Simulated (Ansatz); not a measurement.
Bi: structures and their energies

33 relaxations of Bi ended in 16 distinct structures; the lowest 14 are listed. These are r2SCAN (plane waves to 500 eV, PAW, scalar-relativistic; Ansatz, a program for electronic structure) values and carry that method's errors.

```tsv
#	space group	Pearson	type	E − E(lowest) (eV/atom)	V (Å³/atom)	coordination	runs ending here
1	R-3m	hR2	AFLOW prototype A_hR2_166_c (A7, as in As)	0.00	36.77	–	6
2	Pm-3m	cP1	simple cubic type	0.06	34.44	Bi 6 (octahedral)	7
3	I4₁/amd	tI4	AFLOW prototype A_tI4_141_a (A5, as in Sn)	0.09	33.49	–	2
4	P6₃/mmc	hP4	–	0.11	44.99	–	1
5	P6/mmm	hP1	AFLOW prototype A_hP1_191_a (A_f, as in Sn)	0.13	33.20	–	2
6	P6₃/mmc	hP6	–	0.15	43.58	–	1
7	I-43d	cI16	AFLOW prototype A_cI16_220_c (as in Li)	0.17	34.74	–	1
8	Fd-3m	cF8	diamond type	0.25	47.34	Bi 4 (tetrahedral)	1
9	P6/mmm	hP3	–	0.25	31.48	–	1
10	P6₃/mmc	hP2	hcp (Mg type)	0.26	31.20	Bi 12 (anticuboctahedral)	2
11	P6₃/mmc	hP4	AFLOW prototype A_hP4_194_ac (A3', as in La)	0.27	31.21	–	1
12	Fm-3m	cF4	fcc (Cu type)	0.31	31.35	Bi 12 (cuboctahedral)	4
13	I4₁	tI8	–	0.35	50.28	–	1
14	Pm-3n	cP8	–	0.37	32.01	–	1
```

Coordination numbers (neighbours up to the widest gap in distance over summed covalent radii, below 1.35; n+m marks a second, longer set). All are gapless at this level. R-3m, hR2, AFLOW prototype A_hR2_166_c (A7, as in As) is the lowest among the structures calculated here.

Bi is modelled in the trigonal space group R-3m, hexagonal axes (No. 166), Pearson symbol hR2. Cell: a = b = 4.534 Å, c = 12.393 Å, α = β = 90.00°, γ = 120.00°. Bi on 6c is coordinated by 3 Bi at 3.072 Å and 3 Bi at 3.635 Å (octahedral). (Neighbours: up to the widest gap in distance over summed covalent radii, below 1.35, at either atom.)
(The calculation used a cell of 2 atoms; values per cell refer to that cell.)

Probably no minimum, since a slightly shaken restart fell lower: P6/mmm, hP1, AFLOW prototype A_hP1_191_a (A_f, as in Sn) (by 0.06 eV/atom, to Pm-3m); Pm-3n, cP8 (by 0.37 eV/atom, to R-3m). 2 runs with a doubtful electronic state, a coarser numerical grid, an end not at rest or a source that can't be used are left out. 1 generated cell of layers, chains or molecules, poorly bound without dispersion, is left out. Each run could gain symmetry but not lose that of its start, so entries can be saddle points. From databases, or of a type measured for this composition: R-3m, hR2, AFLOW prototype A_hR2_166_c (A7, as in As); P6₃/mmc, hP2, hcp (Mg type); the others are generated cells (placed on structure types, drawn at random, substituted or restacked) that were not matched to a known phase here. Energies are at zero temperature and pressure, without zero-point motion. Each cell has its own k-point mesh; energy differences are given only to the digits this allows. No spin polarisation in the result.
